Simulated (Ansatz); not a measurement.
SnAu5 in space group R32 (No. 155; Sn on 3a, Au on 6c, Au on 9e) at seven volumes, DFT-LDA in the program Ansatz with PAW potentials, shape and atoms relaxed at each. One row is withheld.

```tsv
V (Å³/atom)	P (GPa)
15.843	19.95
16.365	11.93
16.887	5.37
17.409	0.00
17.932	-4.38
18.454	-7.91
18.976	?
```

Task: Fit the shown pressures and predict the withheld one.

Result: P = (3/2)B₀(x^(7/2) − x^(5/2))[1 + (3/4)(B′ − 4)(x − 1)] with x = (V₀/V)^(2/3). Least squares on the six rows gives V₀ = 17.410 Å³/atom, B₀ = 161 GPa, B′ = 5.81. At V = 18.976, x = 0.9442 and P = -10.79 GPa. The run itself gave -10.75 GPa.

The first step of the workflow began from a Materials Project structure, measured or hypothetical; the Crystallography Open Database files this formula in space group No. 155, but the cells were not matched. Whether it is the stable phase at ambient conditions was not checked. Symmetry was held in the LDA relaxation; its stability against distortions is not shown here. Scalar-relativistic: spin–orbit coupling is off unless named, which matters more the heavier the elements.

Potentials: the later of the program's two PAW sets.
